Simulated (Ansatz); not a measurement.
In$_{2}$O$_{3}$:
```
CELL_PARAMETERS angstrom
      3.41782     0.00000     0.00000
     -1.70891     2.95992     0.00000
      0.00000     0.00000     6.05424
ATOMIC_POSITIONS crystal
  In 0.66667 0.33333 0.76230
  In 0.33333 0.66667 0.23770
  O  0.66667 0.33333 0.34633
  O  0.33333 0.66667 0.65367
  O  0.00000 0.00000 0.00000
```

Relaxed with r²SCAN+D4.

Map the valence electron density (e/Å³), cut off at 3 on the plane through (0.667, 0.333, 0.762) spanned by u = [0, 0, 1] and v = [1, -1, 0] in lattice vectors, from r²SCAN+D4 (plane waves, PAW; program Ansatz).

x is the fraction of u, y of v (the angle between them is 90°; rows are the nearest grid lines); atoms in the plane: In at (0.00, 0.00), In at (0.48, 0.67), O at (0.58, 0.00), O at (0.89, 0.67), O at (0.24, 0.33).
```
|@@@@=.       .-@@@@@@=.  .=@@@@|
|@@@@-.       .-%@@@@%-.  .-@@@@|
|@@*-.         .-+**=:.    .-#@@|
|=-:.          .::-::.     ..:==|
|...          .......     ......|
|:.        .:+@@@%=.    .:=**+-:|
|-.        .+@@@@@%-.   .=%@@@*-|
|=.        :%@@@@@@=.  .:*@@@@@=|
|=.        :@@@@@@@+.  .-%@@@@@=|
|:.        .+@@@@@%-.   .=%@@@*:|
|.         .:*@@@%-.    .:=+*+-.|
|.          .:-==:.      ..:::..|
|     .:::..                    |
|    .-+*+-:.                   |
|   .-*@@@%-.                   |
|   :+@@@@@#:.                  |
|   .=@@@@@+:.                  |
|   .-*@@@%-.                   |
|   ..-+*+-:.                   |
|...   ...        ..          ..|
|=-:.           .:::..      .:-=|
|@@#-.         .:=**=:.    .-*@@|
|@@@@-.       .-%@@@@%-.  .-@@@@|
|@@@@=.       .-@@@@@@=.  .=@@@@|
```
Scale: ten equal steps from 0.017 (start of ' ') to 3.00 (end of '@'), in the order ' .:-=+*#%@'; x runs from 0.000 to 1.00, y from 0.000 (bottom) to 1.00 (top).

The density is the valence pseudo-density with augmentation charge, so density and ELF within about 1 Å of a nucleus are not all-electron values.

Space group P-3m1 (La2O3 or Ni2Al3 type). The start of the workflow was typed in or built on a structure type; neither database checked (COD, Materials Project) lists it. It is not the phase usual at ambient conditions (space group No. 206). The cell was relaxed with r²SCAN+D4 under the symmetry of its start. At this level the phase is mechanically unstable. The volume moved by -25 % from the start of the relaxation.

Potentials: the earlier of the program's two PAW sets.
